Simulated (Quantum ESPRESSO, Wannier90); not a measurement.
**Wannier functions of Li$_{2}$Se (anti-fluorite)**

```xyz
3
Lattice="0.0000 2.9760 2.9760 2.9760 0.0000 2.9760 2.9760 2.9760 0.0000" Properties=species:S:1:pos:R:3 pbc="T T T"
Li    -1.4880    -1.4880    -1.4880
Li     1.4880     1.4880     1.4880
Se     0.0000     0.0000     0.0000
```

Structure: Materials Project mp-2286, symmetrised, not relaxed again. COD (Crystallography Open Database) has an entry of this formula and space group (matched by these alone). Computed values, not measurements, from PBE: Quantum ESPRESSO (norm-conserving PseudoDojo potentials, cutoff 69 Ry, no spin polarisation, no spin-orbit coupling) on a Γ-centred 10×10×10 mesh, then Wannier90. Density: 10×10×10 mesh, cold smearing 0.01 Ry. Spin-orbit coupling, left out, would split the p-like bands by a few tenths of an eV.

Bands 8-11 form an isolated set from -11.46 to 0.00 eV relative to the valence-band maximum (on the path) and are turned into 4 Wannier functions by minimising the spread from the start: sp3 on Se.

### Question
Where do the functions sit, how wide are they and what are they made of?

### Answer
| functions | spread (Å²) | nearest atom, distance (Å) | second atom, distance (Å) | weight on atomic waves |
|---|---|---|---|---|
| 4 | 1.72 | Se 0.54 | Li 2.04 | Se 4p 67 %, Se 4s 22 %, Li 2s 9 % |

Ω_I = 5.68 Å², Ω_total = 6.86 Å²; the interpolated bands follow pw.x to 0.2 meV rms on the path. It is the lowest total spread that any start reached here.
